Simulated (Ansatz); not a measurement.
This Ga3SbAs2 structure is the end of a relaxation. The cell was found from a structure generator's guess, not taken from experiment.

Computed with Ansatz, DFT PBE, scalar-relativistic, plane waves, PAW. Cutoff 420 eV, Γ-centred mesh, Gaussian smearing, no spin polarisation.

```xyz
6
Lattice="-2.0878 2.0878 8.8557 2.0878 -2.0878 8.8557 2.0878 2.0878 -8.8557" Properties=species:S:1:pos:R:3 pbc="T T T"
Ga    0.0000    0.0000   11.6689
Ga    0.0000    0.0000    6.0424
Ga    0.0000    0.0000    0.0000
Sb    0.0000    2.0878    4.4278
As    2.0878    0.0000    7.4497
As    2.0878    0.0000    1.4059
```

Energies over the elements count from the elements' standard structures at the same level, with no fitted energy shifts.

Question: What space group does it have?

Answer: I-4m2 (No. 119), with Sb and As ordered on zinc blende sites. Conventional cell: a = 4.176 Å, c = 17.711 Å. Ga on a site of symmetry 2mm is surrounded by 2 As at 2.52 Å and 2 Sb at 2.64 Å; around Ga on a site of symmetry -4m2 lie 4 As at 2.52 Å; Sb has 4 Ga at 2.64 Å; As has 4 Ga at 2.52 Å.

Question: What is its formation energy per atom?

Answer: −0.26 eV/atom. It lies below the elements, which doesn't yet make it stable against other compounds or structures.

Question: Is it a metal?

Answer: There is no gap on the 12×12×12 mesh, but valence and conduction bands meet within 0.015 eV, so at this level it has a zero gap rather than a metal's Fermi surface.

The last run used a 12×12×12 mesh for its 6-atom cell and Gaussian smearing of 0.10 eV. These runs have no spin–orbit coupling, which can matter for Sb. The zero gap may come from the functional, which often closes small gaps. The reference form of As is held partly by dispersion forces, which this level lacks. A later test with randomly moved atoms came back to the same energy, though modes that don't fit the test's cell weren't probed.
